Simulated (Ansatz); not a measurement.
Given:

BaTaO₃:
```yaml
crystal:
  lattice:
    - [4.03784, 0.00000, 0.00000]
    - [0.00000, 4.03784, 0.00000]
    - [0.00000, 0.00000, 4.03784]
  atoms:
    - { symbol: Ba, position: [0.00000, 0.00000, 0.00000] }
    - { symbol: Ta, position: [0.50000, 0.50000, 0.50000] }
    - { symbol: O, position: [0.00000, 0.50000, 0.50000] }
    - { symbol: O, position: [0.50000, 0.00000, 0.50000] }
    - { symbol: O, position: [0.50000, 0.50000, 0.00000] }
```

This is the LDA-relaxed structure.

### Question
All from LDA in the plane-wave PAW code Ansatz, unless another level is named. Predict the electronic character.

### Answer
metallic (no gap).

### Question
Predict the density of states at the Fermi level.

### Answer
0.22 states/eV per atom (mean over ±0.08 eV).

### Question
Next, the formation energy from the elements (no fitted shifts)?

### Answer
-3.11 eV/atom.

Space group Pm-3m (cubic perovskite). The first step of the workflow began from a Materials Project structure, measured or hypothetical; the Crystallography Open Database copy checked does not list it. Whether it is the stable phase at ambient conditions was not checked. The LDA relaxation kept the symmetry of its start; of distortions, only those at the zone centre were tested. The run is not spin-polarised. With an odd number of electrons in the cell and no spin polarisation, the count alone makes it a metal. The references are the lowest solids computed at this level, not always the standard phases (solids in place of the gases). Spin–orbit coupling is left out wherever it is not named.

Potentials: the later of the program's two PAW sets.
